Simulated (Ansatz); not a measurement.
TiAl:
```
CELL_PARAMETERS angstrom
      2.81202     0.00000     0.00000
     -1.40601     2.43528     0.00000
      0.00000     0.00000     4.59141
ATOMIC_POSITIONS crystal
  Ti 0.00000 0.00000 0.00000
  Al 0.33333 0.66667 0.50000
```

Relaxed with LDA. Special points in fractions of this cell's reciprocal vectors: Γ (0.000, 0.000, 0.000); M (0.500, 0.000, 0.000); K (0.333, 0.333, 0.000); A (0.000, 0.000, 0.500); L (0.500, 0.000, 0.500); H (0.333, 0.333, 0.500).

List the band energies nearest the Fermi level at these points for LDA (plane waves, PAW; program Ansatz).

In eV from the Fermi level; about four levels below and three above (degenerate sets whole), none deeper than 8.9 eV; points with the same levels are listed once.

| k | below | above |
|---|---|---|
| Γ | -2.36 -1.81 | 1.31 1.31 2.91 2.91 |
| M | -3.83 -2.82 -1.69 -1.11 | 2.18 4.23 4.31 |
| K | -1.71 -1.69 -0.63 -0.10 | 2.00 2.97 4.38 |
| A | -8.24 -5.35 -0.51 | 1.32 1.32 2.83 2.83 |
| L | -3.82 -2.44 -1.94 | 0.69 0.97 1.97 |
| H | -2.14 -2.02 -0.69 -0.60 | 0.02 1.29 3.41 |

Space group P-6m2. The workflow started from a Materials Project entry (that database holds measured and hypothetical structures alike); the Crystallography Open Database copy checked does not list it. With Ti and Al taken as one species the cell has the higher symmetry P6_3/mmc, so it may be an ordered model of a mixed-site phase. It is not the phase usual at ambient conditions (space group No. 123). Symmetry was held in the LDA relaxation; its stability against distortions is not shown here. No spin polarisation was allowed.

Potentials: the later of the program's two PAW sets.
